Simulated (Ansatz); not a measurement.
Data:

AlPt:
```xyz
2
Lattice="0.0000 2.5677 2.5677 2.5677 0.0000 2.5677 2.5677 2.5677 0.0000" Properties=species:S:1:pos:R:3 pbc="T T T"
Pt     0.0000     0.0000     0.0000
Al     2.5677     2.5677     2.5677
```

This is the PBE-relaxed structure.

Question: All from DFT-PBE in the program Ansatz with PAW potentials, unless another level is named. Predict the formation energy from the elements (no fitted shifts).

Answer: -0.60 eV/atom.

Question: Next, the density of states at the Fermi level?

Answer: 0.41 states/eV per atom (mean over ±0.08 eV).

Question: Next, the gap with spin–orbit coupling?

Answer: none (metallic).

Space group Fm-3m (rock salt). The start of the workflow was typed in or built on a structure type; neither database checked (COD, Materials Project) lists it. Whether it is the stable phase at ambient conditions was not checked. The cell was relaxed with PBE under the symmetry of its start; whether a distortion lowers the energy is not shown. No spin polarisation was allowed. The references are the lowest solids computed at this level, not always the standard phases. Spin–orbit coupling is left out wherever it is not named.

Potentials: the earlier of the program's two PAW sets.
